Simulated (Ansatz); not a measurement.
With DFT-r²SCAN in the program Ansatz with PAW potentials, HfN in the cubic phase (Pm-3m; Hf on 3c, N on 3d) relaxes to a = 4.405 Å. Hf has 4 nearest neighbours from 2.20 Å (square planar); N has 4 nearest neighbours from 2.20 Å (square planar). Its formation energy from the elements is -0.83 eV/atom, with no fitted shifts.

Electronic character: metallic (no gap). Gap from r²SCAN with spin–orbit coupling: none (metallic).

The bulk modulus is 202 GPa.

The start of the workflow was typed in or built on a structure type; neither database checked (COD, Materials Project) lists it. It is not the phase usual at ambient conditions (space group No. 225). The r²SCAN relaxation kept the symmetry of its start; its stability against distortions is not shown here. The run is not spin-polarised. With an odd number of electrons in the cell and no spin polarisation, the count alone makes it a metal. The references are the lowest solids computed at this level, not always the standard phases (solids in place of the gases). Scalar-relativistic: spin–orbit coupling is off unless named, which matters more the heavier the elements.

Potentials: the earlier of the program's two PAW sets.
